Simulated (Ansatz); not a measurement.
An Ansatz (a quantum-chemistry and plane-wave program) run. Input:

Ansatz 0.2 input:
```yaml
crystal:
  lattice:
    - [2.6740060692, 0.0, 0.0]
    - [-1.3370030346, 2.3157571858, 0.0]
    - [0.0, 0.0, 17.273929496]
  atoms:
    - { symbol: Ru, position: [0.0, 0.0, 0.6879967524] }
    - { symbol: Ru, position: [0.3333333333, 0.6666666667, 0.8149444217] }
    - { symbol: Ru, position: [0.6666666667, 0.3333333333, 0.939399209] }
    - { symbol: Ru, position: [0.3333333333, 0.6666666667, 0.060600791] }
    - { symbol: Ru, position: [0.6666666667, 0.3333333333, 0.1850555783] }
    - { symbol: Ru, position: [0.0, 0.0, 0.3120032476] }
    - { symbol: Ru, position: [0.3333333333, 0.6666666667, 0.4368213927] }
    - { symbol: Ru, position: [0.6666666667, 0.3333333333, 0.5631786073] }
kpoints:
  mp_grid: { grid: [25, 25, 4] }
hamiltonian:
  xc: pbesol
  pseudopotentials: { kind: paw }
scf:
  occupations: { method: fermi_dirac, width: 0.1 }
elastic: { mode: relaxed_ion, stencil: two_point, amplitude: 0.005, f_tol: 0.0005 }
```

Output (shortened):

```
Pseudopotential: Ru, paw, valence charge 16
Functional definition: PBEsol
Crystal: 8 atoms, lattice volume = 106.966 Å³
Basis set: ecut = 420 eV, 2127 PW (Γ), exchange–correlation on 36×36×240 points (8 copies of the dense FFT grid, shifted against one another)
Bands: 77, of which v1, the nominal top of the filled ones, is band 64 counted from 1 (63 counted from 0)
Symmetry: 12 space group operations
Space group: P-3m1 (ITA 164), of the structure as read, at distance tolerance 4.7e-5 Å
k-points: 247 of 2500
SCF 1 converged in 13 iterations: F = -46531.440884 eV  dr2 = 7.43e-15
relax step   1: F+E_penalty+E_count = -46531.44088368 eV  Δ(F+E_penalty+E_count) = +0.000e0 eV  max|allowed force component| = 2.873e-2 eV/Å  Δτ_max = 0.0000 Å  (13 SCF iters, accepted)
Crystal: 8 atoms, lattice volume = 106.966 Å³
SCF 2 converged in 13 iterations: F = -46531.440983 eV  dr2 = 6.33e-14
relax step   2: F+E_penalty+E_count = -46531.44098309 eV  Δ(F+E_penalty+E_count) = -9.941e-5 eV  max|allowed force component| = 1.154e-2 eV/Å  Δτ_max = 0.0022 Å  (13 SCF iters, accepted)
Crystal: 8 atoms, lattice volume = 106.966 Å³
SCF 3 converged in 9 iterations: F = -46531.440995 eV  dr2 = 7.73e-14
relax step   3: F+E_penalty+E_count = -46531.44099494 eV  Δ(F+E_penalty+E_count) = -1.185e-5 eV  max|allowed force component| = 2.859e-3 eV/Å  Δτ_max = 0.0008 Å  (9 SCF iters, accepted)
Crystal: 8 atoms, lattice volume = 106.966 Å³
SCF 4 converged in 8 iterations: F = -46531.440996 eV  dr2 = 2.03e-14
relax step   4: F+E_penalty+E_count = -46531.44099557 eV  Δ(F+E_penalty+E_count) = -6.383e-7 eV  max|allowed force component| = 8.562e-4 eV/Å  Δτ_max = 0.0002 Å  (8 SCF iters, accepted)
Crystal: 8 atoms, lattice volume = 106.966 Å³
SCF 5 converged in 12 iterations: F = -46531.440996 eV  dr2 = 0.0
relax step   5: F+E_penalty+E_count = -46531.44099564 eV  Δ(F+E_penalty+E_count) = -6.243e-8 eV  max|allowed force component| = 3.128e-5 eV/Å  Δτ_max = 0.0001 Å  (12 SCF iters, accepted)
Crystal: 8 atoms, lattice volume = 106.966 Å³
SCF 6 converged in 14 iterations: F = -46531.440996 eV  dr2 = 6.05e-19
Crystal: 8 atoms, lattice volume = 106.431 Å³
Basis set: ecut = 420 eV, 2119 PW (Γ), exchange–correlation on 36×36×240 points (8 copies of the dense FFT grid, shifted against one another)
Symmetry: 4 space group operations
k-points: 663 of 2500
SCF 7 converged in 11 iterations: F = -46531.435713 eV  dr2 = 8.35e-14
relax step   1: F+E_penalty+E_count = -46531.43571302 eV  Δ(F+E_penalty+E_count) = +0.000e0 eV  max|allowed force component| = 1.848e-2 eV/Å  Δτ_max = 0.0000 Å  (11 SCF iters, accepted)
Crystal: 8 atoms, lattice volume = 106.431 Å³
SCF 8 converged in 9 iterations: F = -46531.435766 eV  dr2 = 8.21e-14
relax step   2: F+E_penalty+E_count = -46531.43576606 eV  Δ(F+E_penalty+E_count) = -5.304e-5 eV  max|allowed force component| = 5.294e-3 eV/Å  Δτ_max = 0.0027 Å  (9 SCF iters, accepted)
Crystal: 8 atoms, lattice volume = 106.431 Å³
SCF 9 converged in 7 iterations: F = -46531.435768 eV  dr2 = 3.75e-14
relax step   3: F+E_penalty+E_count = -46531.43576832 eV  Δ(F+E_penalty+E_count) = -2.254e-6 eV  max|allowed force component| = 2.335e-4 eV/Å  Δτ_max = 0.0004 Å  (7 SCF iters, accepted)
Crystal: 8 atoms, lattice volume = 106.431 Å³
SCF 10 converged in 13 iterations: F = -46531.435768 eV  dr2 = 2.81e-18
Crystal: 8 atoms, lattice volume = 107.501 Å³
Basis set: ecut = 420 eV, 2131 PW (Γ), exchange–correlation on 36×36×240 points (8 copies of the dense FFT grid, shifted against one another)
SCF 11 converged in 11 iterations: F = -46531.435442 eV  dr2 = 6.48e-14
relax step   1: F+E_penalty+E_count = -46531.43544242 eV  Δ(F+E_penalty+E_count) = +0.000e0 eV  max|allowed force component| = 1.784e-2 eV/Å  Δτ_max = 0.0000 Å  (11 SCF iters, accepted)
Crystal: 8 atoms, lattice volume = 107.501 Å³
SCF 12 converged in 9 iterations: F = -46531.435495 eV  dr2 = 4.46e-14
relax step   2: F+E_penalty+E_count = -46531.43549482 eV  Δ(F+E_penalty+E_count) = -5.240e-5 eV  max|allowed force component| = 9.401e-4 eV/Å  Δτ_max = 0.0024 Å  (9 SCF iters, accepted)
Crystal: 8 atoms, lattice volume = 107.501 Å³
SCF 13 converged in 12 iterations: F = -46531.435495 eV  dr2 = 1.73e-19
relax step   3: F+E_penalty+E_count = -46531.43549511 eV  Δ(F+E_penalty+E_count) = -2.928e-7 eV  max|allowed force component| = 2.323e-4 eV/Å  Δτ_max = 0.0002 Å  (12 SCF iters, accepted)
Crystal: 8 atoms, lattice volume = 107.501 Å³
SCF 14 converged in 14 iterations: F = -46531.435495 eV  dr2 = 1.80e-18
Crystal: 8 atoms, lattice volume = 106.431 Å³
Basis set: ecut = 420 eV, 2103 PW (Γ), exchange–correlation on 36×36×240 points (8 copies of the dense FFT grid, shifted against one another)
SCF 15 converged in 11 iterations: F = -46531.432424 eV  dr2 = 4.01e-14
relax step   1: F+E_penalty+E_count = -46531.43242367 eV  Δ(F+E_penalty+E_count) = +0.000e0 eV  max|allowed force component| = 4.398e-3 eV/Å  Δτ_max = 0.0000 Å  (11 SCF iters, accepted)
Crystal: 8 atoms, lattice volume = 106.431 Å³
SCF 16 converged in 9 iterations: F = -46531.432427 eV  dr2 = 1.53e-14
relax step   2: F+E_penalty+E_count = -46531.43242688 eV  Δ(F+E_penalty+E_count) = -3.216e-6 eV  max|allowed force component| = 2.784e-4 eV/Å  Δτ_max = 0.0003 Å  (9 SCF iters, accepted)
Crystal: 8 atoms, lattice volume = 106.431 Å³
SCF 17 converged in 13 iterations: F = -46531.432427 eV  dr2 = 4.71e-18
Crystal: 8 atoms, lattice volume = 107.501 Å³
Basis set: ecut = 420 eV, 2141 PW (Γ), exchange–correlation on 36×36×240 points (8 copies of the dense FFT grid, shifted against one another)
SCF 18 converged in 12 iterations: F = -46531.437779 eV  dr2 = 9.88e-15
relax step   1: F+E_penalty+E_count = -46531.43777950 eV  Δ(F+E_penalty+E_count) = +0.000e0 eV  max|allowed force component| = 4.384e-3 eV/Å  Δτ_max = 0.0000 Å  (12 SCF iters, accepted)
Crystal: 8 atoms, lattice volume = 107.501 Å³
SCF 19 converged in 9 iterations: F = -46531.437783 eV  dr2 = 1.20e-14
relax step   2: F+E_penalty+E_count = -46531.43778313 eV  Δ(F+E_penalty+E_count) = -3.629e-6 eV  max|allowed force component| = 5.551e-4 eV/Å  Δτ_max = 0.0003 Å  (9 SCF iters, accepted)
Crystal: 8 atoms, lattice volume = 107.501 Å³
SCF 20 converged in 11 iterations: F = -46531.437783 eV  dr2 = 5.74e-19
relax step   3: F+E_penalty+E_count = -46531.43778318 eV  Δ(F+E_penalty+E_count) = -5.189e-8 eV  max|allowed force component| = 5.517e-6 eV/Å  Δτ_max = 0.0000 Å  (11 SCF iters, accepted)
Crystal: 8 atoms, lattice volume = 107.501 Å³
SCF 21 converged in 13 iterations: F = -46531.437783 eV  dr2 = 2.35e-18
Crystal: 8 atoms, lattice volume = 106.966 Å³
SCF 22 converged in 11 iterations: F = -46531.439461 eV  dr2 = 2.37e-14
relax step   1: F+E_penalty+E_count = -46531.43946105 eV  Δ(F+E_penalty+E_count) = +0.000e0 eV  max|allowed force component| = 4.421e-3 eV/Å  Δτ_max = 0.0000 Å  (11 SCF iters, accepted)
Crystal: 8 atoms, lattice volume = 106.966 Å³
SCF 23 converged in 8 iterations: F = -46531.439470 eV  dr2 = 1.75e-14
relax step   2: F+E_penalty+E_count = -46531.43946959 eV  Δ(F+E_penalty+E_count) = -8.540e-6 eV  max|allowed force component| = 1.847e-3 eV/Å  Δτ_max = 0.0011 Å  (8 SCF iters, accepted)
Crystal: 8 atoms, lattice volume = 106.966 Å³
SCF 24 converged in 7 iterations: F = -46531.439471 eV  dr2 = 7.42e-14
relax step   3: F+E_penalty+E_count = -46531.43947055 eV  Δ(F+E_penalty+E_count) = -9.557e-7 eV  max|allowed force component| = 6.382e-4 eV/Å  Δτ_max = 0.0002 Å  (7 SCF iters, accepted)
Crystal: 8 atoms, lattice volume = 106.966 Å³
SCF 25 converged in 11 iterations: F = -46531.439471 eV  dr2 = 6.10e-19
relax step   4: F+E_penalty+E_count = -46531.43947066 eV  Δ(F+E_penalty+E_count) = -1.154e-7 eV  max|allowed force component| = 4.658e-5 eV/Å  Δτ_max = 0.0001 Å  (11 SCF iters, accepted)
Crystal: 8 atoms, lattice volume = 106.966 Å³
SCF 26 converged in 14 iterations: F = -46531.439471 eV  dr2 = 1.21e-18
Crystal: 8 atoms, lattice volume = 106.966 Å³
SCF 27 converged in 11 iterations: F = -46531.439466 eV  dr2 = 3.45e-14
relax step   1: F+E_penalty+E_count = -46531.43946582 eV  Δ(F+E_penalty+E_count) = +0.000e0 eV  max|allowed force component| = 5.361e-3 eV/Å  Δτ_max = 0.0000 Å  (11 SCF iters, accepted)
Crystal: 8 atoms, lattice volume = 106.966 Å³
SCF 28 converged in 8 iterations: F = -46531.439477 eV  dr2 = 3.95e-14
relax step   2: F+E_penalty+E_count = -46531.43947653 eV  Δ(F+E_penalty+E_count) = -1.071e-5 eV  max|allowed force component| = 5.278e-4 eV/Å  Δτ_max = 0.0013 Å  (8 SCF iters, accepted)
Crystal: 8 atoms, lattice volume = 106.966 Å³
SCF 29 converged in 11 iterations: F = -46531.439477 eV  dr2 = 1.57e-18
relax step   3: F+E_penalty+E_count = -46531.43947660 eV  Δ(F+E_penalty+E_count) = -7.190e-8 eV  max|allowed force component| = 1.510e-4 eV/Å  Δτ_max = 0.0001 Å  (11 SCF iters, accepted)
Crystal: 8 atoms, lattice volume = 106.966 Å³
SCF 30 converged in 14 iterations: F = -46531.439477 eV  dr2 = 1.28e-18
SCF converged after 14 iterations
Stability not checked: this state was not tested for a lower state beside it, because too few of the mixer's solves of this state at the end of the SCF gave a …
Free energy (F): -46531.440996 eV
Harris-Foulkes:  -46531.440996 eV  (|F-HF|=0.00e0)
Internal energy: -46531.186370 eV  (E = F + TS)
E sigma→0 (E₀):  -46531.313683 eV
Entropy (-TS):   -0.254625 eV (-31.828 meV/atom)
Fermi energy:    23.774925 eV
--- Per-component energies (eV) ---
  E_band       = -387.376433
  E_kinetic    = 4117.906022
  E_local      = -9954.262703  (includes V_loc(G=0)·N_el)
  E_nonlocal   = 2758.646196
  E_hartree    = 3191.129009
  E_xc         = -1518.121097
  E_vxc        = -1912.554837  (∫ρ·V_xc dr)
  E_paw        = -27195.597807  (= ΣΔE_a)
  E_vpaw       = -1779.367380  (= ΣTr[D̂ρ^β])
  E_aug_tail   = -0.001749  (compensation charges beyond the density's cutoff)
  E_ewald      = -17932.910608
  E_core_change = 2.026368  (= ΣΔE_core)
  E_smearing   = -0.254625  (= −TS)
  E_closure    =  0.000000  (closes the sum)
  Σ components = -46531.440996   (vs F -46531.440996, Δ=0.00e0)
--- Forces (eV/Å), atoms counted from 1 ---
  atom   1  Ru     0.00000000     0.00000000    -0.00001775
  atom   2  Ru     0.00000000     0.00000000     0.00003128
  atom   3  Ru     0.00000000     0.00000000    -0.00001841
  atom   4  Ru     0.00000000     0.00000000     0.00001841
  atom   5  Ru     0.00000000     0.00000000    -0.00003128
  atom   6  Ru     0.00000000     0.00000000     0.00001775
  atom   7  Ru     0.00000000     0.00000000    -0.00001300
  atom   8  Ru     0.00000000     0.00000000     0.00001300
  max |Σ_I F_I| component: 1.04e-17 eV/Å
--- Stress (GPa, compression-positive) ---
       -0.063745       0.000000       0.000000
        0.000000      -0.063745       0.000000
        0.000000       0.000000       0.780000
  P = ⅓ Tr σ = 0.2175 GPa (2.175 kbar)
--- Band table (eV; the first three rows and the last of 247) ---
  k-point 0: bands = ["-49.3580", "-49.2468", "-49.1922", "-49.1566", "-49.1375", "-49.0928", "-49.0482", "-49.0166", "-19.8422", "-19.6043", "-19.5632", "-19.2080", "-19.1838", "-18.8834", "-18.8834", "-18.8001", "-18.7900", "-18.7900", "-18.7664", …
  k-point 1: bands = ["-49.3580", "-49.2470", "-49.1900", "-49.1628", "-49.1313", "-49.0953", "-49.0474", "-49.0168", "-19.8400", "-19.6409", "-19.5032", "-19.3071", "-19.0832", "-18.8834", "-18.8834", "-18.8739", "-18.7900", "-18.7900", "-18.7231", …
  k-point 2: bands = ["-49.3580", "-49.2472", "-49.1871", "-49.1684", "-49.1260", "-49.0983", "-49.0466", "-49.0170", "-19.8377", "-19.6601", "-19.4123", "-19.4096", "-18.9787", "-18.9703", "-18.8834", "-18.8834", "-18.7901", "-18.7901", "-18.7214", …
  k-point 246: bands = ["-49.1441", "-49.1377", "-49.0015", "-49.0015", "-48.9696", "-48.9653", "-48.9577", "-48.9574", "-19.6170", "-19.6120", "-19.5457", "-19.4469", "-19.4249", "-19.4081", "-19.3931", "-19.3903", "-19.3463", "-19.3360", "-19.2904", …
--- Elastic constants: 3 strain directions × 2 members + reference (group order 12) ---
  dense FFT box of the reference and of every strained cell: 18×18×120
  strains applied: 11, 33, 23; error gains …
  reference relaxed by the batch: 5 steps …
  largest displacement 1.8e-3 Å; the constants are those of the deck's cell at these positions:
  atoms:
    - { symbol: Ru, position: [1.0016961437577431e-19, 0.0, 0.6881004290271446] }
    - { symbol: Ru, position: [0.3333333333333333, 0.6666666666666666, 0.8149182740690698] }
    - { symbol: Ru, position: [0.6666666666666666, 0.3333333333333333, 0.9393346598148477] }
    - { symbol: Ru, position: [0.3333333333333333, 0.6666666666666666, 0.06066534018515234] }
    - { symbol: Ru, position: [0.6666666666666666, 0.3333333333333333, 0.1850817259309304] }
    - { symbol: Ru, position: [-1.0016961437577424e-19, 0.0, 0.31189957097285526] }
    - { symbol: Ru, position: [0.3333333333333333, 0.6666666666666666, 0.43689647885836447] }
    - { symbol: Ru, position: [0.6666666666666666, 0.3333333333333333, 0.5631035211416356] }
  C = ∂σ_k/∂η_j (tension-positive GPa; Voigt order 11 22 33 23 13 12):
       642.671    205.879    167.467    -48.463      0.000      0.000
       205.879    642.671    167.467     48.463      0.000      0.000
       168.250    168.250    705.785      0.000      0.000      0.000
       -48.485     48.485      0.000    182.037      0.000      0.000
         0.000      0.000      0.000      0.000    182.037    -48.485
         0.000      0.000      0.000      0.000    -48.463    218.396
  reference stress σ⁰ (GPa):      0.064      0.064     -0.780      0.000      0.000      0.000
  moduli (Voigt/Reuss/Hill, GPa): K = 341.59/341.50/341.55   G = 213.13/198.51/205.82   E = 514.18   ν = 0.249
  mechanically stable: yes (min eigenvalue of sym C = 148.45 GPa)
  strain η (Voigt 11):  stress-route row diagonal C_11 = 642.67 GPa, energy-path curvature d²(F+E_count+ΔE)/dδ²/Ω₀ = 642.59 GPa
         δ    σ_11 (GPa)             F (eV)   n_scf  n_hpsi   n_pw
    -5.000e-3      -3.2226      -46531.4357683      13  955794   2128   relax 3 steps, max|allowed force component| 2.34e-4 eV/Å
     5.000e-3       3.2041      -46531.4354951      14  1029991   2148   relax 3 steps, max|allowed force component| 2.32e-4 eV/Å
  strain η (Voigt 33):  stress-route row diagonal C_33 = 705.79 GPa, energy-path curvature d²(F+E_count+ΔE)/dδ²/Ω₀ = 705.75 GPa
         δ    σ_33 (GPa)             F (eV)   n_scf  n_hpsi   n_pw
    -5.000e-3      -4.3780      -46531.4324269      13  355534   2124   relax 2 steps, max|allowed force component| 2.78e-4 eV/Å
     5.000e-3       2.6798      -46531.4377832      13  366816   2146   relax 3 steps, max|allowed force component| 5.52e-6 eV/Å
  strain η (Voigt 23):  stress-route row diagonal C_44 = 182.04 GPa, energy-path curvature d²(F+E_count+ΔE)/dδ²/Ω₀ = 182.23 GPa
         δ    σ_23 (GPa)             F (eV)   n_scf  n_hpsi   n_pw
    -5.000e-3      -0.9127      -46531.4394707      14  1032748   2135   relax 4 steps, max|allowed force component| 4.66e-5 eV/Å
     5.000e-3       0.9077      -46531.4394766      14  1033115   2135   relax 3 steps, max|allowed force component| 1.51e-4 eV/Å
```

Cost: around 80 core-minutes (rough) on shared cores.

The start of the workflow was typed in or built on a structure type; neither database checked (COD, Materials Project) lists it. It is not the phase usual at ambient conditions (space group No. 194). The PBEsol relaxation kept the symmetry of its start; whether a distortion lowers the energy is not shown. No spin polarisation was allowed. As this level gives no gap, shear constants depend on the k-mesh and smearing (Fermi–Dirac, 0.1 eV here). Axis ratios of metals converge slowly with the k-mesh, so a and c are less sure than the volume. On the denser mesh and wider smearing of the elastic run this cell carries a stress of 0.8 GPa. Spin–orbit coupling is left out wherever it is not named.

Potentials: the later of the program's two PAW sets.

Ansatz is a plane-wave DFT program.
